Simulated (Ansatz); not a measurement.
An input for the plane-wave PAW code Ansatz:

```yaml
crystal:
  lattice:
    - [3.494972077, 0.0, 0.0]
    - [0.0, 3.494972077, 0.0]
    - [0.0, 0.0, 3.494972077]
  atoms:
    - { symbol: La, position: [0.0, 0.0, 0.0] }
    - { symbol: S, position: [0.5, 0.5, 0.5] }
basis:
  ecutwfc: 420
  ecutrho_ratio: 4
kpoints:
  mp_grid: { grid: [10, 10, 10] }
hamiltonian:
  xc: pbesol
scf:
  occupations: { method: gaussian, width: 0.05 }
output:
  forces: true
  stress: true
  eigenvalues: true
```

Launched as:
```sh
ansatz run input.yaml --threads 4 --pin off --max-ram 8192MiB --backend cpu --events-out ev --progress --plain --runs-dir out
```

This is a trial structure; measured cells of the compound in the Crystallography Open Database are in space group Fm-3m (rock salt).

**Question.** Before reading the output: what should come out?

**Answer.** Pressure 1.9 GPa, gap on the mesh zero (metallic) (PBEsol, scalar-relativistic).

What the program printed, in part:

```
Pseudopotentials: kind: paw
Pseudopotential: La, paw, valence charge 11, recommended cutoff 420 eV (normal), La.paw.azcp
Pseudopotential: S, paw, valence charge 6, recommended cutoff 420 eV (normal), S.paw.azcp
Crystal: 2 atoms, lattice volume = 42.690 Å³
Basis set: ecut = 420 eV, 847 PW (Γ), exchange–correlation on 48×48×48 points (8 copies of the dense FFT grid, shifted against one another)
Bands: 13, of which v1, the nominal top of the filled ones, is band 9 counted from 1 (8 counted from 0)
Symmetry: 48 space group operations
Space group: Pm-3m (ITA 221), of the structure as read, at distance tolerance 3.5e-5 Å
k-points: 56 of 1000
Initial density: superposition of atomic densities (neutral atoms: chi_scale 0, normalization atom), corrected by the library's trained network
Initial wavefunctions: pseudopotential atomic-orbital guess
Functional: x = pbesol(κ = 0.804, μ = 0.12346), c = pbesol(β = 0.046)
```

```
SCF iter   1: F=—  HF=-7050.079904 eV  |F-HF|=—  |Δ(HF+E_count)|=         —  Δρ=3.62e-3  dr2=3.83e-3  ethr=1.77e-3  ⟨swp⟩=4.9  Hψ=3623  notcnv=0
SCF iter   2: F=—  HF=-7050.079485 eV  |F-HF|=—  |Δ(HF+E_count)|=   4.19e-4  Δρ=2.19e-3  dr2=1.43e-3  ethr=2.26e-5  ⟨swp⟩=2.1  Hψ=1508  notcnv=0
SCF iter   3: F=—  HF=-7050.079616 eV  |F-HF|=—  |Δ(HF+E_count)|=   1.31e-4  Δρ=2.82e-4  dr2=4.20e-5  ethr=8.42e-6  ⟨swp⟩=2.3  Hψ=1193  notcnv=0
SCF iter   4: F=—  HF=-7050.079692 eV  |F-HF|=—  |Δ(HF+E_count)|=   7.52e-5  Δρ=1.66e-4  dr2=1.49e-5  ethr=2.47e-7  ⟨swp⟩=2.2  Hψ=1103  notcnv=0
SCF iter   5: F=—  HF=-7050.079689 eV  |F-HF|=—  |Δ(HF+E_count)|=   2.33e-6  Δρ=4.08e-5  dr2=3.83e-7  ethr=8.75e-8  ⟨swp⟩=2.0  Hψ=943  notcnv=0
SCF iter   6: F=-7050.079690 eV  HF=-7050.079690 eV  |F-HF|=1.10e-9  |Δ(HF+E_count)|=   2.35e-7  Δρ=6.49e-6  dr2=1.62e-8  ethr=5.88e-10  ⟨swp⟩=5.8  Hψ=3514  notcnv=0
```

```
SCF 1 converged in 6 iterations: F = -7050.079690 eV  dr2 = 1.62e-8
SCF converged after 6 iterations
Free energy (F): -7050.079690 eV
E sigma→0 (E₀):  -7050.078034 eV
Entropy (-TS):   -0.003311 eV (-1.655 meV/atom)
Fermi energy:    13.905958 eV
--- Forces (eV/Å), atoms counted from 1 ---
  atom   1  La     0.00000000     0.00000000     0.00000000
  atom   2  S      0.00000000     0.00000000     0.00000000
--- Stress (GPa, compression-positive) ---
        1.918572       0.000000       0.000000
        0.000000       1.918572       0.000000
        0.000000       0.000000       1.918572
  P = ⅓ Tr σ = 1.9186 GPa (19.186 kbar)
```

Run time: 0.77 s on 4 threads of Arm Neoverse V1, on a shared host, peak memory 0.3 GiB.

No spin–orbit coupling, a notable omission for heavy elements. The cell is a metal with an odd number of electrons, and spin polarisation wasn't tried.
